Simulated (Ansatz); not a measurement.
Given:

C:
```cif
data_C2
_chemical_formula_sum 'C2'
_space_group_name_H-M_alt 'P 1'
_space_group_IT_number 1
_cell_length_a 2.52546
_cell_length_b 2.52546
_cell_length_c 2.52546
_cell_angle_alpha 60.000
_cell_angle_beta 60.000
_cell_angle_gamma 60.000
loop_
_space_group_symop_operation_xyz
  'x, y, z'
loop_
_atom_site_label
_atom_site_type_symbol
_atom_site_fract_x
_atom_site_fract_y
_atom_site_fract_z
_atom_site_occupancy
C1 C 0.50000 0.50000 0.50000 1
C2 C 0.75000 0.75000 0.75000 1
```

This is the PBE-relaxed structure.

### Question
All from the program Ansatz at the PBE level (PAW), unless another level is named. Give the Young's modulus.

### Answer
1110 GPa.

### Question
And the elastic constants (relaxed ions, GPa)?

### Answer
C11 = 1050, C12 = 124, C44 = 558.

Space group Fd-3m (diamond). The PBE relaxation kept the symmetry of its start.

Potentials: the later of the program's two PAW sets.
